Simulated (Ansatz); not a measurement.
Al (bcc (W type), Im-3m) under volume change, DFT-r²SCAN in the program Ansatz with PAW potentials, scaled uniformly.

```json
[
 {"V (Å³/atom)": "14.730", "E − E(relaxed) (meV/atom)": "39.8", "P (GPa)": "9.54"},
 {"V (Å³/atom)": "15.215", "E − E(relaxed) (meV/atom)": "…", "P (GPa)": "…"},
 {"V (Å³/atom)": "15.701", "E − E(relaxed) (meV/atom)": "4.0", "P (GPa)": "2.68"},
 {"V (Å³/atom)": "16.186", "E − E(relaxed) (meV/atom)": "0.0", "P (GPa)": "0.01"},
 {"V (Å³/atom)": "16.672", "E − E(relaxed) (meV/atom)": "3.5", "P (GPa)": "-2.24"},
 {"V (Å³/atom)": "17.157", "E − E(relaxed) (meV/atom)": "…", "P (GPa)": "…"},
 {"V (Å³/atom)": "17.643", "E − E(relaxed) (meV/atom)": "28.5", "P (GPa)": "-5.82"}
]
```

**Question.** What belongs in the gaps?

**Answer.** 
- 15.215, E − E(relaxed) (meV/atom): 16.7
- 15.215, P (GPa): 5.82
- 17.157, E − E(relaxed) (meV/atom): 13.3
- 17.157, P (GPa): -4.17

**Question.** What does a third-order Birch–Murnaghan fit give for V₀, B₀ and B′?

**Answer.** V₀ = 16.19 Å³/atom, B₀ = 81.8 GPa, B′ = 4.4.

The first step of the workflow began from a Materials Project structure, measured or hypothetical; the Crystallography Open Database copy checked does not list it. It is not the phase usual at ambient conditions (space group No. 225). Symmetry was held in the r²SCAN relaxation. At this level the phase is mechanically unstable.

Potentials: the earlier of the program's two PAW sets.
